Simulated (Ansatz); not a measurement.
Ag (diamond, Fd-3m) at seven volumes, the program Ansatz at the PBE level (PAW), scaled uniformly. One row is withheld.

```
V (Å³/atom)  P (GPa)
-----------  -------
27.324          3.78
28.225             ?
29.126          1.02
30.027          0.00
30.927         -0.82
31.828         -1.49
32.729         -2.03
```

**Question.** Fit the shown pressures and predict the withheld one.

**Answer.** P = (3/2)B₀(x^(7/2) − x^(5/2))[1 + (3/4)(B′ − 4)(x − 1)] with x = (V₀/V)^(2/3). Least squares on the six rows gives V₀ = 30.030 Å³/atom, B₀ = 30.4 GPa, B′ = 5.85. At V = 28.225, x = 1.0422 and P = 2.26 GPa. The run itself gave 2.26 GPa.

The start of the workflow was typed in or built on a structure type; neither database checked (COD, Materials Project) lists it. It is not the phase usual at ambient conditions (space group No. 225). The cell was relaxed with PBE under the symmetry of its start; its stability against distortions is not shown here. No spin polarisation was allowed.

Potentials: the later of the program's two PAW sets.
